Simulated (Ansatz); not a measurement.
AgW:
```cif
data_Ag4W4
_chemical_formula_sum 'Ag4 W4'
_space_group_name_H-M_alt 'Cmcm'
_space_group_IT_number 63
_space_group_name_Hall '-C 2c 2'
_cell_length_a 2.70347
_cell_length_b 11.03985
_cell_length_c 4.47863
_cell_angle_alpha 90.000
_cell_angle_beta 90.000
_cell_angle_gamma 90.000
loop_
_atom_site_label
_atom_site_type_symbol
_atom_site_symmetry_multiplicity
_atom_site_Wyckoff_symbol
_atom_site_fract_x
_atom_site_fract_y
_atom_site_fract_z
_atom_site_occupancy
Ag1 Ag 4 c 0.00000 0.31416 0.25000 1
W1 W 4 c 0.00000 0.05833 0.25000 1
```
(The calculation used a cell of 4 atoms; values per cell refer to that cell.)

Relaxed at zero pressure with plane-wave PAW r²SCAN (Ansatz code).

Task: The volume is lowered by 3 % and shape and atoms relax at that volume. What pressure results, and how do the axes share the change?

Result: 6.1 GPa; a -0.9 %, b -1.4 %, c -0.8 %; the energy rises by 9 meV/atom.

Task: Give the new structure.

Result: 
Space group Cmcm (No. 63); a = 2.6796 Å, b = 10.8902 Å, c = 4.4432 Å, α = 90.00°, β = 90.00°, γ = 90.00°

```tsv
atom	site	symmetry	x	y	z
Ag	4c	m2m	0.0000	0.3143	0.2500
W	4c	m2m	0.0000	0.0590	0.2500
```

The phase is kept; no other phase was compared at this pressure.

The start of the workflow was typed in or built on a structure type; neither database checked (COD, Materials Project) lists it. Its standing as an ambient phase is unchecked. Symmetry was held in the r²SCAN relaxation; whether a distortion lowers the energy is not shown. The run is not spin-polarised. Its formation energy is positive at this level, so the cell may be metastable or incomplete. Axis ratios of metals converge slowly with the k-mesh, so a and c are less sure than the volume. Scalar-relativistic: spin–orbit coupling is off unless named, which matters more the heavier the elements.

Potentials: the earlier of the program's two PAW sets.
